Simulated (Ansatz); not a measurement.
The cell is InB3As4, ordered on the zincblende lattice (I-42m) with 8 atoms a cell; cell and atoms were relaxed with r2SCAN. It is tetragonal, I-42m (No. 121); a = 5.152 Å, c = 10.139 Å in the conventional setting, 16.82 Å³ an atom. B is surrounded by 4 As at 2.17 Å; As is surrounded by 3 B at 2.10–2.17 Å and 1 In at 2.50 Å; B is surrounded by 4 As at 2.10 Å; In is surrounded by 4 As at 2.50 Å.

```yaml
crystal:
  lattice:
    - [-2.57575, 2.57575, 5.06964]
    - [2.57575, -2.57575, 5.06964]
    - [2.57575, 2.57575, -5.06964]
  atoms:
    - { symbol: B, position: [0.75000, 0.25000, 0.50000] }
    - { symbol: As, position: [0.14753, 0.57832, 0.00000] }
    - { symbol: B, position: [0.50000, 0.50000, 0.00000] }
    - { symbol: As, position: [0.85247, 0.85247, 0.43079] }
    - { symbol: B, position: [0.25000, 0.75000, 0.50000] }
    - { symbol: As, position: [0.57832, 0.14753, 0.00000] }
    - { symbol: In, position: [0.00000, 0.00000, 0.00000] }
    - { symbol: As, position: [0.42168, 0.42168, 0.56921] }
```

The questions ask for values computed with the PAW code Ansatz on this geometry. The calculation is spin-unpolarised, and the structure need not be a phase that has been made.

(1) What gap does PBE give, and where are the band edges?

(2) Estimate the gap with r2SCAN on 8×8×8.

(3) How does the gap change from PBE to HSE06 (4×4×4)?

(4) What does PBE0 give for the gap (4×4×4 mesh)?

Results:

(1) PBE gives a direct gap of 0.60 eV at Γ.

(2) The r2SCAN gap is direct at Γ: 0.76 eV. The gap differs by +0.16 eV from PBE's.

(3) The HSE06 gap is direct at Γ: 1.21 eV. The gap differs by +0.61 eV from PBE's.

(4) The PBE0 gap is direct at Γ: 1.87 eV. The gap differs by +1.27 eV from PBE's.

No spin-orbit coupling is included; it can move band edges with weight on the heavy atoms by tenths of an eV.

The meshes of the hybrids are coarse, so their gaps aren't converged to the digits shown.
